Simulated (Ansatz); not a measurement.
## Al: energy along a strain

Al, Fm-3m, a = 4.048 Å (as given, not relaxed at this level: -3.5 GPa). Ansatz: r2SCAN, PAW, 500 eV, Γ-centred 20×20×20 mesh on 1 atom, Gaussian smearing 0.15 eV; no spin polarisation. Cell vectors (Å): 0.000 2.024 2.024; 2.024 0.000 2.024; 2.024 2.024 0.000. The cell is strained by x per cent times the pattern (0 0 0 0 0 1) in the order xx yy zz yz xz xy (engineering shears), with fractional coordinates held. y is the free energy over the start, V0 = 16.582 Å³/atom. Symmetry makes y even in x. Points with a strain past 8.5 % were computed too (2) and aren't used here.

| x (%) | y (meV/atom) |
| --- | --- |
| -5.00 | 4.80 |
| 0.00 | 0.00 |
| 1.25 | 0.33 |
| 2.50 | 1.26 |
| 3.75 | 2.76 |
| 6.25 | 7.39 |
| 7.50 | ? |

Fit y = c2 x² + c4 x⁴ to the other rows, get the stiffness along the pattern, and predict the missing energy.

Least squares on the rows shown. y = 0.1997 x² − 0.0002754 x⁴. The clamped-ion stiffness p·C·p = 2 × 1.997 eV × 160.2 / 16.582 Å³ = 39 GPa, which is C66 in these axes (C44 of the cubic crystal) (second derivative at the start, which stands under stress). At x = 7.50 the fit asked for gives 10.36 meV/atom. The run gave 10.61 meV/atom, so the fit is 0.25 meV/atom too low, 2.4 % of the span of the series, against an rms of 0.02 meV/atom on the fitted rows. The row lies outside the fitted range. With a term in x⁶ added, a fit to the same known rows predicts 10.74 meV/atom, a smaller miss on the other side.